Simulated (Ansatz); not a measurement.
Cs2KInCl6 in space group Fm-3m (No. 225; K on 4b, Cs on 8c, In on 4a, Cl on 24e), PBEsol in the plane-wave PAW code Ansatz, all energies at zero smearing, with the estimated change up to a 700 eV cutoff added, with one set of potentials and settings (totals compare only within such a set). Cell of 10 atoms (1 K, 2 Cs, 1 In, 6 Cl): -24594.794 eV.

| element | reference phase | E (eV/atom) |
|---|---|---|
| K | Im-3m, 1 atoms in the cell | -1516.0300 |
| Cs | P6_3/mmc, 2 atoms in the cell | -5585.7977 |
| In | I4/mmm, 1 atoms in the cell | -5525.4106 |
| Cl | Cmce, 4 atoms in the cell | -1060.8120 |

Formation energy per atom, worked out: (-24594.794 − 1×(-1516.0300) − 2×(-5585.7977) − 1×(-5525.4106) − 6×(-1060.8120))/10 = -1.689 eV/atom (-163 kJ per mol of atoms), at 0 K, without zero-point energy or fitted corrections.

The workflow started from a Materials Project entry (that database holds measured and hypothetical structures alike); the Crystallography Open Database copy checked does not list it. Its standing as an ambient phase is unchecked. Symmetry was held in the PBEsol relaxation; whether a distortion lowers the energy is not shown. The references are the lowest solids computed at this level, not always the standard phases (solids in place of the gases). Spin–orbit coupling is left out wherever it is not named.

Potentials: the later of the program's two PAW sets.
